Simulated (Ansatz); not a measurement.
Relaxed TiO₂ (anatase):

```yaml
crystal:
  lattice:
    - [-1.88893, 1.88893, 4.79189]
    - [1.88893, -1.88893, 4.79189]
    - [1.88893, 1.88893, -4.79189]
  atoms:
    - { symbol: Ti, position: [0.50000, 0.50000, 0.00000] }
    - { symbol: Ti, position: [0.25000, 0.75000, 0.50000] }
    - { symbol: O, position: [0.29273, 0.29273, 0.00000] }
    - { symbol: O, position: [0.04273, 0.54273, 0.50000] }
    - { symbol: O, position: [0.45727, 0.95727, 0.50000] }
    - { symbol: O, position: [0.70727, 0.70727, 0.00000] }
```

All values below come from r2SCAN (plane waves to 500 eV, PAW, scalar-relativistic; Ansatz, a quantum-chemistry and plane-wave program). k mesh 10×10×10 (Γ-centred), Fermi-Dirac smearing 0.05 eV. TiO2 is run without spin polarisation. TiO2 was relaxed with its symmetry unable to fall.

One atom of the cell was then moved (with its periodic images), all else fixed, and the forces (eV/Å) came out as:

```json
[
 {"atom": "Ti1", "Fx": "-0.009", "Fy": "-0.048", "Fz": "0.624"},
 {"atom": "Ti2", "Fx": "-0.388", "Fy": "-0.273", "Fz": "-1.184"},
 {"atom": "O3", "Fx": "0.258", "Fy": "0.020", "Fz": "0.162"},
 {"atom": "O4", "Fx": "0.039", "Fy": "0.058", "Fz": "0.019"},
 {"atom": "O5", "Fx": "0.059", "Fy": "0.055", "Fz": "0.199"},
 {"atom": "O6", "Fx": "0.042", "Fy": "0.188", "Fz": "0.179"}
]
```

**Question.** Which atom was moved, and by which vector (Å)?

**Answer.** Ti2, by (0.07, 0.07, 0.07), 0.12 Å in all.

(For displaced atoms, the force is minus the slope of the energy, and its curvature is a force constant, which sets phonon frequencies.)
